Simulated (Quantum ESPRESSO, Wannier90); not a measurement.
**Wannierisation of Se (P3₁21)**

```xyz
3
Lattice="4.5048 0.0000 0.0000 -2.2524 3.9013 0.0000 0.0000 0.0000 4.9788" Properties=species:S:1:pos:R:3 pbc="T T T"
Se     0.9816     0.0000     1.6596
Se    -0.4908     0.8501    -1.6596
Se    -0.4908    -0.8501     0.0000
```

Structure: Materials Project mp-14, symmetrised, not relaxed again. COD (Crystallography Open Database) has the formula in 4 space groups, this one among them (matched by group alone). Level: PBEsol, spinors with spin-orbit coupling; pw.x of Quantum ESPRESSO at 69 Ry with PseudoDojo potentials, 6×6×4 k-points, Wannier90. Density: 12×12×6 mesh, cold smearing 0.01 Ry. The cell is built of weakly bound layers, chains or molecules, whose nearest atoms lie 3.56 Å apart. Database cells relaxed without dispersion often hold them too far apart, which can enlarge gaps and weakens couplings between them; spacing and stacking were not compared with the measured crystal.

Bands 31-36 form an isolated set from -15.63 to -9.54 eV relative to the valence-band maximum (on the path) and are turned into 6 Wannier functions by minimising the spread from the start: atomic waves Se 4s.

Q: Where do the functions sit, how wide are they and what are they made of?

A: 
```csv
functions,spread (Å²),"nearest atom, distance (Å)","second atom, distance (Å)",weight on atomic waves
6,1.33,Se 0.13,Se 2.30,"Se 4s 86 %, Se 4p 13 %"
```

Ω_I = 7.87 Å², Ω_total = 7.96 Å²; the interpolated bands follow pw.x to 0.4 meV rms on the path. Only this start was tried; a symmetric start can stop on a saddle, and mixtures of these functions could lower the total by at most Ω_total − Ω_I.
